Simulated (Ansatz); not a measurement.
Level: PBE, no spin polarisation; 420 eV; 6×6×6 Γ-centred mesh; fermi-dirac occupations (width 0.1 eV); Ansatz 0.2.0, fixed geometry.

Computed maps in the lattice plane spanned by b (left to right, 5.93 Å, 18 points from zero) and c (bottom to top, 5.93 Å, 18 points from zero), 89° apart, at height 0.507 along a. The fields are smooth PAW ones with compensation charges, not the true ones near nuclei.

Valence density. Digits on a logarithmic scale: 0 up to 0.03 e/Å³, each further digit a factor of 1.6, 9 from 1.3 e/Å³ up:
```
000025789999753100
000024679998642100
111013467776532111
332111244554321223
654321134554322345
776431135776433567
997642258999644689
999743369999755799
999753359999755799
999742247998544799
997642124565334678
776431112332112467
554321122332111345
332112344544321122
100013467776431000
000024679997642100
000035799999753100
000135799999763100
```

ELF. Ten even steps from '0' (0.00) to '9' (0.96):
```
000168763125787200
000037765556774000
320004665555641002
774100233332200147
887510001111000478
777730014675202677
556650047888512565
125551058768713552
925551058878613551
235551037887413553
566651003554103666
777730000000002677
887410011110000478
763101355555310036
220014765556751001
000037765556774000
000268763225787200
000278752915787300
```

Question: The cell is CsI₃F. Which atoms lie within 0.2 Å of this plane, and where (fractions of b and c)?

Answer: I at (1.00, 0.51), I at (0.51, 1.00), F at (0.54, 0.54). The whole cell:
```
I Cs F
1.0
     4.14547    2.39339    3.50814
    -4.14547    2.39339    3.50814
     0.00000   -4.78678    3.50814
I Cs F
3 1 1
Direct
  0.50693 0.99874 0.50693
  0.50693 0.50693 0.99874
  0.99874 0.50693 0.50693
  0.01000 0.01000 0.01000
  0.53943 0.53943 0.53943
```

Origin: a known structure type with other elements, at an estimated volume, so it need not be a known compound. Caveats: many states at the Fermi level without spin polarisation, so a magnetic state may lie lower.
